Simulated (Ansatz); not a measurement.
This cell of Ca (fcc, Cu type) is off equilibrium:

```
CELL_PARAMETERS angstrom
      0.00000     5.52650     5.52650
      2.76325     2.76325     5.52650
      2.76325     2.76325     0.00000
ATOMIC_POSITIONS crystal
  Ca 0.98311 0.01689 0.98311
  Ca 0.51689 0.98311 0.01689
```

Calculation: PBE (plane waves to 420 eV, PAW, scalar-relativistic; Ansatz, an electronic-structure program). k mesh 15×15×15 (Γ-centred), Fermi-Dirac smearing 0.05 eV. Compression counts positive. With partly filled bands, energies and forces of such displacements shift with the k mesh and the smearing. Ca was relaxed with its symmetry unable to fall.

### Question
What forces act on the atoms (eV/Å, Cartesian)?

### Answer
| atom | Fx | Fy | Fz |
|---|---|---|---|
| Ca1 | 0.000 | 0.224 | 0.000 |
| Ca2 | 0.000 | -0.224 | 0.000 |

(A displaced cell: forces are minus the slopes of the energy, force constants its curvatures, and phonons follow from these.)
